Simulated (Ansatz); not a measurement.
With DFT-PBEsol in the program Ansatz with PAW potentials, ScGeO3 in the tetragonal phase (P4mm; Sc on 1b, Ge on 1a, O on 2c, O on 1b) relaxes to a = 3.598 Å, c = 4.968 Å. Against the elements it lies at -188 kJ/mol of atoms, with no fitted shifts.

Electronic character: metallic (no gap). Gap from PBEsol with spin–orbit coupling: none (metallic).

An equation-of-state fit gives a bulk modulus of 884 kbar. The highest mode at Γ lies at 654 cm⁻¹.

The start of the workflow was typed in or built on a structure type; neither database checked (COD, Materials Project) lists it. Its standing as an ambient phase is unchecked. The cell was relaxed with PBEsol under the symmetry of its start. At this level the phase is dynamically unstable (imaginary phonons). No spin polarisation was allowed. With an odd number of electrons in the cell and no spin polarisation, the count alone makes it a metal. As this level gives no gap, phonon frequencies hold no LO–TO term and depend on the k-mesh and smearing (Fermi–Dirac, 0.1 eV here). The references are the lowest solids computed at this level, not always the standard phases (solids in place of the gases). Scalar-relativistic: spin–orbit coupling is off unless named, which matters more the heavier the elements.

Potentials: the earlier of the program's two PAW sets. The files were generated under PBE; for other functionals the program regenerates the frozen cores, and for LDA and PBEsol the local potential too.
